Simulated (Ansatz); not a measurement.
# Phonon spectrum of AlRu$_{5}$

All numbers below come from DFT PBE, scalar-relativistic, plane waves, PAW (Ansatz 0.2.0). Plane waves to 420 eV; Γ-centred k mesh 12×12×4; Gaussian smearing of 0.10 eV. No spin polarisation. Phonons by linear response, acoustic sum rule imposed.

The cell, relaxed at this level:
```xyz
6
Lattice="2.7502 0.0000 0.0000 -1.3751 2.3818 0.0000 0.0000 0.0000 12.6730" Properties=species:S:1:pos:R:3 pbc="T T T"
Al    0.0000    0.0000    0.0000
Ru    0.0000    1.5878    2.0912
Ru    0.0000    0.0000    4.2107
Ru    0.0000    1.5878    6.3365
Ru    0.0000    1.5878   10.5818
Ru    0.0000    0.0000    8.4623
```

It was reached by relaxing an invented guess, and it needn't be the stable form of this composition. In a metal, frequencies and elastic constants depend on the k mesh and the smearing, soft modes and shear constants most. The q mesh is coarse, so values between its points are rough.

Force constants from linear response on a 3×3×1 q mesh.

Problem. Is the structure dynamically stable on this mesh?

Solution. Yes, on this mesh: no mode is imaginary.

Problem. Give the frequencies (cm⁻¹; i marks imaginary ones) at the irreducible q points, in fractions of the reciprocal vectors.

Solution.
```csv
q,star,frequencies
0.000 0.000 0.000,1,0 0 0 78 78 107 107 153 166 166 179 179 188 203 203 237 247 348
0.000 0.333 0.000,6,128 136 140 148 151 168 186 187 197 210 213 220 232 237 250 252 335 358
0.333 0.333 0.000,2,159 159 166 169 171 179 196 197 198 201 205 218 235 240 245 321 332 363
```
